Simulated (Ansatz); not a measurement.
Data:

SnS (GeS type, space group Pnma)

```cif
data_S4Sn4
_chemical_formula_sum 'Sn4 S4'
_space_group_name_H-M_alt 'Pnma'
_space_group_IT_number 62
_space_group_name_Hall '-P 2ac 2n'
_cell_length_a 10.91250
_cell_length_b 3.95362
_cell_length_c 4.11052
_cell_angle_alpha 90.000
_cell_angle_beta 90.000
_cell_angle_gamma 90.000
loop_
_space_group_symop_operation_xyz
  'x, y, z'
  '-x, -y, -z'
  '-x+1/2, -y, z+1/2'
  'x+1/2, y, -z+1/2'
  'x+1/2, -y+1/2, -z+1/2'
  '-x+1/2, y+1/2, z+1/2'
  '-x, y+1/2, -z'
  'x, -y+1/2, z'
loop_
_atom_site_label
_atom_site_type_symbol
_atom_site_symmetry_multiplicity
_atom_site_Wyckoff_symbol
_atom_site_fract_x
_atom_site_fract_y
_atom_site_fract_z
_atom_site_occupancy
Sn1 Sn 4 c 0.38274 0.25000 0.40755 1
S1 S 4 c 0.14487 0.25000 0.47622 1
```

The volume is varied about the relaxed value V₀ at fixed cell shape. The atoms relax within the cell's symmetry.

Computed with PBEsol-D3(BJ) (plane waves to 420 eV, PAW, scalar-relativistic; Ansatz, a program for electronic structure). k mesh 3×8×8 (Γ-centred), Fermi-Dirac smearing 0.05 eV. E stands for the smeared free energy. Compression counts positive. With the shape held, the modulus is that of even scaling; a crystal free to change shape is softer. SnS was relaxed with its symmetry unable to fall. The PAW data are Ansatz's earlier set. ΔE is measured from the relaxed starting cell.

The scan covers V/V₀ from 0.900 to 1.100 in 11 points.

Task: What is ΔE at V/V₀ = 1.100?

Result: 28.1 meV/atom.

Task: What is ΔE at V/V₀ = 0.900?

Result: 43.0 meV/atom.

Task: What pressure does the cell carry at V/V₀ = 0.900?

Result: 6.84 GPa.

(A scan under strain: stresses follow from slopes of the energy per volume, elastic moduli from its curvatures.)
